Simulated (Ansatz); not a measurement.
Input and command of a plane-wave DFT calculation in Ansatz:

```yaml
crystal:
  lattice:
    - [3.8087369152, 0.0, 0.0]
    - [-1.9043684576, 3.2984629249, 0.0]
    - [0.0, 0.0, 12.8404590974]
  atoms:
    - { symbol: Zn, position: [0.0, 0.0, 0.0001143924] }
    - { symbol: Zn, position: [0.0, 0.0, 0.5001143924] }
    - { symbol: Zn, position: [0.3333333333, 0.6666666667, 0.2500706174] }
    - { symbol: Zn, position: [0.6666666667, 0.3333333333, 0.7500706174] }
    - { symbol: S, position: [0.0, 0.0, 0.1872361436] }
    - { symbol: S, position: [0.0, 0.0, 0.6872361436] }
    - { symbol: S, position: [0.3333333333, 0.6666666667, 0.4375788466] }
    - { symbol: S, position: [0.6666666667, 0.3333333333, 0.9375788466] }
basis:
  ecutwfc: 500
kpoints:
  mp_grid: { grid: [6, 6, 2] }
hamiltonian:
  xc: r2scan
scf:
  occupations: { method: gaussian, width: 0.05 }
output:
  forces: true
  stress: true
  eigenvalues: true
```

```bash
ansatz run input.yaml --threads 2 --pin off --max-ram 5120MiB --backend cpu --events-out ev --progress --plain --runs-dir out
```

Processor: Intel(R) Xeon(R) 6975P-C (Granite Rapids), 2 threads, on a host shared with other jobs.

Task: How long does it run, and how much memory does it take?

Result: About 5.2 s on 2 threads of Intel(R) Xeon(R) 6975P-C (Granite Rapids), on a shared host, peak memory 0.74 GiB. It solves 44 bands at 14 k points (the mesh reduced by symmetry) with about 4085 plane waves, in 8 SCF iterations.
